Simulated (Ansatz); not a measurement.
Input:

BeTe (zinc blende)

```yaml
crystal:
  lattice:
    - [0.00000, 2.82851, 2.82851]
    - [2.82851, 0.00000, 2.82851]
    - [2.82851, 2.82851, 0.00000]
  atoms:
    - { symbol: Te, position: [0.25000, 0.25000, 0.25000] }
    - { symbol: Be, position: [0.00000, 0.00000, 0.00000] }
```

This relaxed cell (volume V₀) is scaled evenly in all directions, its shape held. Symmetry pins the atoms to their sites.

All values below come from r2SCAN (plane waves to 500 eV, PAW, scalar-relativistic; Ansatz, a quantum-chemistry and plane-wave program). k mesh 11×11×11 (Γ-centred), Fermi-Dirac smearing 0.05 eV. E stands for the smeared free energy. Compression counts positive. BeTe was relaxed with its symmetry unable to fall. Spin-orbit coupling is left out, though Te is heavy. ΔE is measured from the relaxed starting cell.

The scan covers V/V₀ from 0.900 to 1.100 in 13 points.

Task: What is the fitted pressure derivative B₀′?

Result: 3.9.

Task: What bulk modulus B₀ follows from a third-order Birch-Murnaghan fit?

Result: 59.3 GPa.

(A scan under strain: stresses follow from slopes of the energy per volume, elastic moduli from its curvatures.)
